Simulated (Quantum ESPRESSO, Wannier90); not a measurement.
## TlBr (Cmcm), plane waves to Wannier functions

```
begin unit_cell_cart
ang
    4.4195100000    0.0000000000    0.0000000000
    0.0000000000    0.0000000000   -4.9717600000
   -2.2097550000    6.2222700000    0.0000000000
end unit_cell_cart
begin atoms_frac
Tl  -0.3889300000  0.2500000000  0.2221400000
Tl   0.3889300000 -0.2500000000 -0.2221400000
Br   0.1367400000 -0.2500000000  0.2734800000
Br  -0.1367400000  0.2500000000 -0.2734800000
end atoms_frac
```

Structure: Materials Project mp-568949, symmetrised, not relaxed again. Not found in the COD (Crystallography Open Database) copy used, which has the formula in other groups; not checked further. Method: PBEsol plane waves in Quantum ESPRESSO 7.5 (PseudoDojo norm-conserving files, 50 Ry, no spin polarisation, no spin-orbit coupling), Bloch states on a 8×6×8 mesh through Γ, Wannier90 4.0.1. Density: 8×6×8 mesh, cold smearing 0.01 Ry. Spin-orbit coupling is left out although heavy elements are present.

Bands 15-20 form an isolated set from -2.85 to 0.00 eV relative to the valence-band maximum (on the path) and are turned into 6 Wannier functions by minimising the spread from the start: atomic waves Br 4p.

### Question
Where do the functions sit, how wide are they and what are they made of?

### Answer
```csv
functions,spread (Å²),"nearest atom, distance (Å)","second atom, distance (Å)",weight on atomic waves
2,4.24,Br 0.06,Tl 3.20,"Br 4p 80 %, Tl 6p 10 %, Tl 6s 8 %"
2,3.98,Br 0.07,Tl 3.21,"Br 4p 82 %, Tl 6p 8 %, Tl 6s 6 %"
2,4.40,Br 0.39,Tl 2.75,"Br 4p 79 %, Tl 6p 9 %, Tl 6s 8 %"
```

Ω_I = 24.25 Å², Ω_total = 25.25 Å²; the interpolated bands follow pw.x to 2.4 meV rms on the path. Only this start was tried; a symmetric start can stop on a saddle, and mixtures of these functions could lower the total by at most Ω_total − Ω_I.
